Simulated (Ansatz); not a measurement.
The cell was built from the CsCl type and relaxed in the same program, and has space group Pm-3m; it needn't be a known or the stable phase.

A run on CeC: DFT, PBE, all-electron LAPW, scalar-relativistic (Ansatz 0.2.0). The input:

```yaml
crystal:
  lattice:
    - [3.1043829247, 0.0, 0.0]
    - [0.0, 3.1043829247, 0.0]
    - [0.0, 0.0, 3.1043829247]
  atoms:
    - { symbol: Ce, position: [0.0, 0.0, 0.0], spin: 1.0 }
    - { symbol: C, position: [0.5, 0.5, 0.5] }
magnetization:
  spin_polarized: true
kpoints:
  mp_grid: { grid: [12, 12, 12] }
scf:
  occupations: { method: fermi_dirac, width: 0.05 }
hamiltonian:
  xc: pbe
  pseudopotentials:
    kind: all_electron
    lapw: { basis_error: 0.00025, muffin_tin_radii: { C: 1.636, Ce: 1.636 } }
output:
  forces: true
  stress: true
  eigenvalues: true
```

Problem. Can this result be used?

Solution. No. The input was rejected before any iteration. The typed spheres overlap: twice 1.636 Å exceeds the shortest distance, 2.688 Å; smaller radii, or none typed, cure it. It says:
```
Error: `kind: all_electron` solves this crystal on LAPW (the input types lapw, or this build lists no dataset of some species for it), and no LAPW basis is found for it: the given muffin-tin radii of C and C, or the smallest supported ones, add up to 3.272 Å, and 3.104 Å are free between these atoms; give smaller radii, or leave one out; where each species has a listed dataset, leave lapw and dirac_shells out and run without spin–orbit coupling, or set another kind (and leave the keys of all_electron out)
```
